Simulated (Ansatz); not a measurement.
AlOs (CsCl type, Pm-3m) under volume change, r²SCAN in the plane-wave PAW code Ansatz, scaled uniformly.

```
V (Å³/atom)  E − E(relaxed) (meV/atom)  P (GPa)
-----------  -------------------------  -------
12.247                           102.6    29.53
12.651                            43.1    18.06
13.054                            10.2     8.30
13.458                             0.0     0.00
13.862                             9.1    -7.07
14.266                            34.7   -13.08
14.669                            74.3   -18.19
```

### Question
What does a third-order Birch–Murnaghan fit give for V₀, B₀ and B′?

### Answer
V₀ = 13.46 Å³/atom, B₀ = 255 GPa, B′ = 4.4.

The cell is a constructed one: a structure type filled with these elements; the Crystallography Open Database copy checked does not list it. Its standing as an ambient phase is unchecked. The r²SCAN relaxation kept the symmetry of its start; its stability against distortions is not shown here. No spin polarisation was allowed. Scalar-relativistic: spin–orbit coupling is off unless named, which matters more the heavier the elements.

Potentials: the earlier of the program's two PAW sets.
